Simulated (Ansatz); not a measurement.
## Pt: from a starting cell to a relaxed one

The start is a generated cell, Pt built in the fcc structure type. The cell and all atomic positions are relaxed at zero pressure with r2SCAN (plane waves to 500 eV, PAW, scalar-relativistic; Ansatz, a quantum-chemistry and plane-wave program). The first steps use a coarse 14×14×14 k-mesh.

Initial structure:
```
CELL_PARAMETERS angstrom
      0.00000     1.96000     1.96000
      1.96000     0.00000     1.96000
      1.96000     1.96000     0.00000
ATOMIC_POSITIONS crystal
  Pt 0.00000 0.00000 0.00000
```

### Question
How much energy is released per atom?

### Answer
Under 0.01 eV/atom.

### Question
How does the volume per atom move from start to end?

### Answer
+1.6 %, from 15.06 to 15.29 Å³/atom.

### Question
How do the shortest distances between atoms change?

### Answer
The closest pairs of elements (up to four, under 3.6 Å), start → end: Pt–Pt 2.77 → 2.79 Å.

### Question
What band gap does the relaxed structure have at this level?

### Answer
No gap (metallic).

### Question
Give the final cell and atomic positions.

### Answer

Space group Fm-3m (No. 225); a = 3.940 Å, b = 3.940 Å, c = 3.940 Å, α = 90.00°, β = 90.00°, γ = 90.00°

```
atom  site  symmetry       x       y       z
----  ----  --------  ------  ------  ------
Pt      4a      m-3m  0.0000  0.0000  0.0000
```
(The calculation used a cell of 1 atom; values per cell refer to that cell.)

The space group stays Fm-3m (No. 225) (the run could not lower it); the end is fcc (Cu type), with 1 atom in the primitive cell. Final values are on a 20×20×20 k-mesh of the relaxed cell. No spin polarisation in the result.

The run could not lose the symmetry of its start.
